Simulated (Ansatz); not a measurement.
**Nb2Bi2AuO9 single point**

input.yaml (Ansatz 0.2.0)

```yaml
crystal:
  lattice:
    - [-2.684889, 2.690266, 0.0]
    - [2.684889, 0.0, 12.48092]
    - [2.684889, 2.690266, 0.0]
  atoms:
    - { symbol: Bi, position: [0.202, 0.404, 0.798] }
    - { symbol: Bi, position: [0.798, 0.596, 0.202] }
    - { symbol: O, position: [0.25, 0.5, 0.25] }
    - { symbol: O, position: [0.5, 0.0, 0.5] }
    - { symbol: Au, position: [0.0, 0.0, 0.0] }
    - { symbol: O, position: [0.088, 0.176, 0.412] }
    - { symbol: O, position: [0.412, 0.824, 0.088] }
    - { symbol: Nb, position: [0.412, 0.824, 0.588] }
    - { symbol: Nb, position: [0.588, 0.176, 0.412] }
    - { symbol: O, position: [0.324, 0.648, 0.676] }
    - { symbol: O, position: [0.676, 0.352, 0.324] }
    - { symbol: O, position: [0.912, 0.824, 0.588] }
    - { symbol: O, position: [0.588, 0.176, 0.912] }
    - { symbol: O, position: [0.75, 0.5, 0.75] }
  symmetry: { tolerance: 0.0003 }
kpoints:
  mp_grid: { grid: [6, 6, 6], shift: [0, 0, 0] }
  band_path:
    path:
      - [0.0, 0.0, 0.0]
      - [0.5, 0.0, 0.5]
      - [0.48743256, 0.01256744, 0.51256744]
      - [-0.48743256, 0.98743256, 0.48743256]
      - [0.0, 0.5, 0.0]
      - [0.48938687, 0.5, 0.48938687]
      - [-0.48938687, 0.5, 0.51061313]
      - [-0.5, 0.5, 0.5]
      - [-0.5, 0.72842647, 0.5]
      - [0.5, 0.27157353, 0.5]
      - [0.5, 0.0, 0.5]
    npoints: 6
magnetization:
  spin_polarized: false
scf:
  occupations: { method: cold, width: 0.0798 }
  lower_state_search: "off"
  max_iter: 200
hamiltonian:
  pseudopotentials: { kind: paw }
  xc: pbe
total_charge: -1
basis:
  ecutwfc: 420
  fft_grid_basis: typed
output:
  forces: true
  stress: true
  eigenvalues: true
  populations: true
  elf: true
  write_potential: true
  volumetric_format: npy
  dos:
    e_range: [-12, 8]
    de: 0.05
    projected: { site_lists: { Au: [Au], Bi: [Bi], Nb: [Nb], O: [O] } }
checkpoint:
  read: saved_state
```

The run starts from an earlier solution of this cell. 

Excerpt of what it printed:

```
SCF iter   1: F=—  Δρ=1.27e-3  dr2=1.70e-3
SCF iter   2: F=—  S|Δr|=   5.55e-6  Δρ=6.36e-4  dr2=4.25e-4
SCF iter   3: F=—  S|Δr|=   2.34e-6  Δρ=9.11e-5  dr2=2.28e-5
SCF iter   4: F=—  S|Δr|=   1.81e-7  Δρ=3.12e-5  dr2=1.02e-6
SCF iter   5: F=-52141.0002 eV  S|Δr|=   2.19e-7  Δρ=6.59e-6  dr2=7.61e-8
SCF iter   6: F=—  Δρ=1.64e-6  dr2=6.31e-9
SCF iter   7: F=-52141.0003 eV  S|Δr|=  2.08e-10  Δρ=6.83e-7  dr2=1.54e-9
Free energy (F): -52141.0003 eV
F+E_penalty+E_count: -52141.0003 eV  (lagrangian_ev)
Harris-Foulkes:  -52141.0003 eV  (|F-HF|=9.39e-10)
Internal energy: -52141.0003 eV  (E = F + TS)
E sigma→0 (E₀):  -52141.0003 eV
Fermi energy:    11.6363 eV
Smearing:        width narrowed from 0.0798 eV (input) to 0.0702 eV after iteration 5, whose occupations did not sum to the number of electrons (Fermi level in a gap)
--- Forces (eV/Å), atoms counted from 1 ---
  atom   1  Bi     0.0000     0.0000    -1.1584
  atom   2  Bi     0.0000     0.0000     1.1584
  atom   3  O      0.0000     0.0000     0.0000
  atom   4  O      0.0000     0.0000     0.0000
  atom   5  Au     0.0000     0.0000     0.0000
  atom   6  O      0.0000     0.0000    -0.0665
  atom   7  O      0.0000     0.0000     0.0665
  atom   8  Nb     0.0000     0.0000    -2.1147
  atom   9  Nb     0.0000     0.0000     2.1147
  atom  10  O      0.0000     0.0000     3.7997
  atom  11  O      0.0000     0.0000    -3.7997
  atom  12  O      0.0000     0.0000     0.0665
  atom  13  O      0.0000     0.0000    -0.0665
  atom  14  O      0.0000     0.0000     0.0000
--- Stress (GPa, compression-positive) ---
       15.1017       0.0000       0.0000
        0.0000      14.9078       0.0000
        0.0000       0.0000      -5.6505
  P = ⅓ Tr σ = 8.1197 GPa (81.197 kbar)
--- Löwdin populations: 14 sites ---
  site symbol       q [e]
     0     Bi     13.6167
     1     Bi     13.6167
     2      O      6.7697
     3      O      6.8038
     4     Au     18.4085
     5      O      6.6233
     6      O      6.6233
     7     Nb     11.6235
     8     Nb     11.6235
     9      O      6.8333
    10      O      6.8333
    11      O      6.6233
    12      O      6.6233
    13      O      6.7697
  spilling = 0.0047 (of n_electrons = 130.0000)
```

Origin: a known structure type with other elements, at an estimated volume, so it need not be a known compound. Caveats: atoms or cell far from equilibrium; charged cell with a uniform background.
